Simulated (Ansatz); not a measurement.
This cell of WC (WC type, space group P-6m2) is off equilibrium:

```
CELL_PARAMETERS angstrom
      2.92185     0.00000     0.00000
     -1.46093     2.53040     0.00000
      0.00000     0.00000     2.84710
ATOMIC_POSITIONS crystal
  W  0.00000 0.00000 0.99572
  C  0.66667 0.33333 0.56556
```

Calculation: PBE (plane waves to 420 eV, PAW, scalar-relativistic; Ansatz, a quantum-chemistry and plane-wave program). k mesh 18×18×16 (Γ-centred), Fermi-Dirac smearing 0.05 eV. Stress and pressure are positive under compression. With partly filled bands, energies and forces of such displacements shift with the k mesh and the smearing. Spin-orbit coupling is left out, though W is heavy. WC is run without spin polarisation. WC was relaxed with its symmetry unable to fall.

Predict the force on every atom, in eV/Å.


```tsv
atom	Fx	Fy	Fz
W1	0.000	0.000	2.865
C2	0.000	0.000	-2.865
```

What is the stress tensor (GPa)?


```
    7.5      0.0      0.0
    0.0      7.5      0.0
    0.0      0.0     10.4
```
The pressure, a third of the trace, is 8.5 GPa.

(For displaced atoms, the force is minus the slope of the energy, and its curvature is a force constant, which sets phonon frequencies.)
